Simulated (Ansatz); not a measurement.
This run works on a generated trial structure, not on a known crystal.

Input and command of a plane-wave DFT calculation in Ansatz:

```yaml
crystal:
  lattice:
    - [3.81807999, 0.0, 0.0]
    - [0.0, 3.81807999, 0.0]
    - [0.0, 0.0, 5.62356921]
  atoms:
    - { symbol: Cd, position: [0.5, 0.0, 0.99346125] }
    - { symbol: Cd, position: [0.0, 0.5, 0.99346125] }
    - { symbol: Cd, position: [0.0, 0.0, 0.27213845] }
    - { symbol: O, position: [0.0, 0.0, 0.72112864] }
    - { symbol: O, position: [0.5, 0.5, 0.28981033] }
basis:
  ecutwfc: 420
kpoints:
  mp_grid: { grid: [4, 4, 3] }
hamiltonian:
  xc: pbe
scf:
  occupations: { method: gaussian, width: 0.2 }
  lower_state_search: "off"
output:
  forces: true
  stress: true
  eigenvalues: true
relax:
  adjacent_minimum: "off"
  f_tol: 0.08
  max_steps: 16
  cell: { stress_tol: 0.8 }
```

```bash
ansatz run input.yaml --threads 1 --pin off --max-ram 2560MiB --backend cpu --events-out ev --progress --plain --runs-dir out
```

Processor: Arm Neoverse V2, 1 thread, on a host shared with other jobs.

Problem. Estimate time, memory and problem size.

Solution. About 79 s, peak memory 0.35 GiB. It solves 44 bands at 12 k points (after reduction by symmetry) with about 2163 plane waves (on the last cell), in 117 SCF iterations over 16 ionic steps.
